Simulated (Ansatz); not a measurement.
Relaxed Pt (fcc, Cu type):

```
CELL_PARAMETERS angstrom
      3.97009     0.00000     0.00000
      0.00000     3.97009     0.00000
      0.00000     0.00000     3.97009
ATOMIC_POSITIONS crystal
  Pt 0.00000 0.00000 0.00000
  Pt 0.50000 0.50000 0.00000
  Pt 0.50000 0.00000 0.50000
  Pt 0.00000 0.50000 0.50000
```

Scan: atom 4 (Pt, nearest neighbour Pt at 2.807 Å; its periodic images, 4.0 Å or more away, move with it) is displaced along Cartesian [110], direction (0.707, 0.707, 0.000) in Cartesian axes, by s. The other atoms stay.

These are PBE (plane waves to 420 eV, PAW, scalar-relativistic; Ansatz, an electronic-structure program) values and carry that method's errors. k mesh 10×10×10 (Γ-centred), Fermi-Dirac smearing 0.05 eV. Energies are smeared free energies. With partly filled bands, energies and forces of such displacements shift with the k mesh and the smearing. Pt is run without spin polarisation. Pt was relaxed with its symmetry unable to fall. Spin-orbit coupling is left out, though Pt is heavy. The PAW data are Ansatz's earlier set. The zero of ΔE is the undisplaced structure.

The scan covers s from -0.560 to 0.560 Å in 11 points.

### Question
Is the energy the same for equal positive and negative displacements?

### Answer
Even: the same for both signs. With its periodic images moving along, the atom's site symmetry in this cell is m-3m.

### Question
What force acts on the atom along the line at s = -0.560 Å?

### Answer
9.55 eV/Å.

### Question
What is the energy change at s = 0.560 Å?

### Answer
2118 meV/cell.

### Question
What is the force constant k = d²E/ds² of this move at s = 0?

### Answer
11.2 eV/Å².

(A displaced cell: forces are minus the slopes of the energy, force constants its curvatures, and phonons follow from these.)
